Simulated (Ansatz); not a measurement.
Quadrupolar parameters in Mg₂PClO₄

The cell is a computed structure from the Materials Project (it need not be an observed phase), atoms as given.

```
Mg P Cl O
1.0
    11.06795    0.00000    0.00000
     0.00000    8.01069    0.00000
     0.00000    0.00000    4.86496
Mg P Cl O
8 4 4 16
Direct
  0.37248 0.16328 0.50721
  0.62752 0.83672 0.00721
  0.62171 0.40164 0.00054
  0.12752 0.66328 0.00721
  0.87248 0.33672 0.50721
  0.87829 0.90164 0.50054
  0.12171 0.09836 0.00054
  0.37829 0.59836 0.50054
  0.83365 0.12050 0.95286
  0.16635 0.87950 0.45286
  0.33365 0.37950 0.95286
  0.66635 0.62050 0.45286
  0.06212 0.37805 0.25765
  0.93788 0.62195 0.75765
  0.43788 0.87805 0.75765
  0.56212 0.12195 0.25765
  0.72956 0.46020 0.34728
  0.73309 0.77832 0.34787
  0.65182 0.61961 0.76871
  0.26691 0.22168 0.84787
  0.95795 0.12314 0.79680
  0.34818 0.38039 0.26871
  0.15182 0.88039 0.76871
  0.27044 0.53980 0.84728
  0.45795 0.37686 0.79680
  0.23309 0.72168 0.34787
  0.54205 0.62314 0.29679
  0.84818 0.11961 0.26871
  0.04205 0.87686 0.29679
  0.77044 0.96020 0.84728
  0.76691 0.27832 0.84787
  0.22956 0.03980 0.34728
```

Sites (sets of like atoms) are named by element and the number of their first atom in this list.

All values are calculated (Ansatz; DFT, PBE, plane waves and PAW, scalar-relativistic, 420 eV cutoff, Γ-centred 3×3×5 k-points, Fermi–Dirac smearing 0.02 eV), not measured.

Conventions: |V_zz| ≥ |V_yy| ≥ |V_xx|, η = (V_xx − V_yy)/V_zz, C_Q = eQV_zz/h.

²⁵Mg: I = 5/2, Q = 199.4 mb; ³⁵Cl: I = 3/2, Q = -81.12 mb; O-17: I = 5/2, Q = -25.58 mb. Q values from Pyykkö, Mol. Phys. 116, 1328 (2018).

```json
{"site": "Mg1", "atoms (order as listed)": "1, 2, 4, 5", "first shell": "4 O at 2.02–2.41 Å, 2 Cl at 2.45–2.69 Å", "V_xx, V_yy, V_zz (10²¹ V/m²)": "0.29, 0.89, -1.18", "η": "0.51", "C_Q (MHz)": "-5.67"}
{"site": "Mg3", "atoms (order as listed)": "3, 6, 7, 8", "first shell": "5 O at 2.03–2.45 Å, 1 Cl at 2.65 Å", "V_xx, V_yy, V_zz (10²¹ V/m²)": "0.59, 1.05, -1.64", "η": "0.28", "C_Q (MHz)": "-7.90"}
{"site": "P", "atoms (order as listed)": "9, 10, 11, 12", "first shell": "4 O at 1.55–1.57 Å", "V_xx, V_yy, V_zz (10²¹ V/m²)": "-0.24, -0.69, 0.92", "η": "0.49", "C_Q (MHz)": "–"}
{"site": "Cl", "atoms (order as listed)": "13, 14, 15, 16", "first shell": "3 Mg at 2.45–2.69 Å", "V_xx, V_yy, V_zz (10²¹ V/m²)": "2.49, 4.98, -7.47", "η": "0.33", "C_Q (MHz)": "14.7"}
{"site": "O17", "atoms (order as listed)": "17, 24, 30, 32", "first shell": "1 P at 1.55 Å, 2 Mg at 2.02–2.12 Å", "V_xx, V_yy, V_zz (10²¹ V/m²)": "-2.05, -6.44, 8.48", "η": "0.52", "C_Q (MHz)": "-5.25"}
{"site": "O18", "atoms (order as listed)": "18, 20, 26, 31", "first shell": "1 P at 1.55 Å, 2 Mg at 2.03–2.08 Å", "V_xx, V_yy, V_zz (10²¹ V/m²)": "-2.19, -6.46, 8.65", "η": "0.49", "C_Q (MHz)": "-5.35"}
{"site": "O19", "atoms (order as listed)": "19, 22, 23, 28", "first shell": "1 P at 1.55 Å, 2 Mg at 2.11 Å; also 1 Mg at 3.30 Å", "V_xx, V_yy, V_zz (10²¹ V/m²)": "-2.69, -6.58, 9.27", "η": "0.42", "C_Q (MHz)": "-5.74"}
{"site": "O21", "atoms (order as listed)": "21, 25, 27, 29", "first shell": "1 P at 1.57 Å, 1 Mg at 2.08 Å, angle 122°; also 2 Mg at 2.41–2.45 Å", "V_xx, V_yy, V_zz (10²¹ V/m²)": "-2.77, -5.18, 7.94", "η": "0.30", "C_Q (MHz)": "-4.91"}
```

At O17, O18 and O19 V_zz points along its shortest bond, to P (within 3°) in each case. At Cl V_zz stands upright on the plane through its three neighbours (within 2°). At O21 V_zz points along the shorter of its two bonds, to P (within 1°).

P has no stable isotope with a ground-state quadrupole moment in the table, so no C_Q is given.
